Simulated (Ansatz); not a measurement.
Starting cell, HfSiSe (space group P4/nmm):

```yaml
crystal:
  lattice:
    - [3.55189, 0.00000, 0.00000]
    - [0.00000, 3.55189, 0.00000]
    - [0.00000, 0.00000, 16.34844]
  atoms:
    - { symbol: Hf, position: [0.00000, 0.50000, 0.37184] }
    - { symbol: Hf, position: [0.00000, 0.50000, 0.87184] }
    - { symbol: Hf, position: [0.50000, 0.00000, 0.12816] }
    - { symbol: Hf, position: [0.50000, 0.00000, 0.62816] }
    - { symbol: Si, position: [0.00000, 0.00000, 0.00000] }
    - { symbol: Si, position: [0.00000, 0.00000, 0.50000] }
    - { symbol: Si, position: [0.50000, 0.50000, 0.00000] }
    - { symbol: Si, position: [0.50000, 0.50000, 0.50000] }
    - { symbol: Se, position: [0.50000, 0.00000, 0.31029] }
    - { symbol: Se, position: [0.50000, 0.00000, 0.81029] }
    - { symbol: Se, position: [0.00000, 0.50000, 0.18971] }
    - { symbol: Se, position: [0.00000, 0.50000, 0.68971] }
```

A phonon eigenvector at Z = (0.0, 0.0, 0.5) is frozen into this cell: atom i moves by Q times the vector below, so Q is the largest atomic displacement, in Å. The cell is held. (q is in reciprocal vectors of the primitive cell; the cell shown is doubled to hold the pattern.)

```tsv
atom	x	y	z
Hf1	0.000	0.000	0.256
Hf2	0.000	0.000	-0.256
Hf3	0.000	0.000	-0.256
Hf4	0.000	0.000	0.256
Si5	0.000	0.000	-0.220
Si6	0.000	0.000	0.220
Si7	0.000	0.000	-0.220
Si8	0.000	0.000	0.220
Se9	0.000	0.000	-1.000
Se10	0.000	0.000	1.000
Se11	0.000	0.000	1.000
Se12	0.000	0.000	-1.000
```

Calculation: LDA (plane waves to 420 eV, PAW, scalar-relativistic; Ansatz, a first-principles code). k mesh 13×13×3 (Γ-centred), Fermi-Dirac smearing 0.05 eV. Energies are smeared free energies. With partly filled bands, energies and forces of such displacements shift with the k mesh and the smearing. HfSiSe is run without spin polarisation. HfSiSe was relaxed with its symmetry unable to fall. Spin-orbit coupling is left out, though Hf is heavy. The zero of ΔE is the undisplaced structure. The last digit holds for this mesh only.

| Q (Å) | ΔE (meV/cell) |
|---|---|
| -0.180 | 773.2 |
| -0.150 | 537.7 |
| -0.120 | withheld |
| -0.090 | 195.3 |
| -0.060 | 87.4 |
| -0.030 | 21.9 |
| 0.000 | 0.0 |
| 0.030 | 21.9 |
| 0.060 | 87.4 |
| 0.090 | 195.3 |
| 0.120 | withheld |
| 0.150 | 537.7 |
| 0.180 | 773.2 |

Question: Fit an even polynomial form (powers 2, 4, 6) to the given rows and predict ΔE at Q = -0.120.

Answer: Least squares on the 11 given rows: ΔE = (24340)·Q² + (-31460)·Q⁴ + (513400)·Q⁶, in meV/cell with Q in Å; root-mean-square residual 0.11 meV/cell. At -0.120 the fit gives 345.5 meV/cell; the calculation gives 345.3 meV/cell, so the interpolation is off by 0.2 (+0.1 %). The quadratic term alone would give 350.5 meV/cell.

(For displaced atoms, the force is minus the slope of the energy, and its curvature is a force constant, which sets phonon frequencies.)
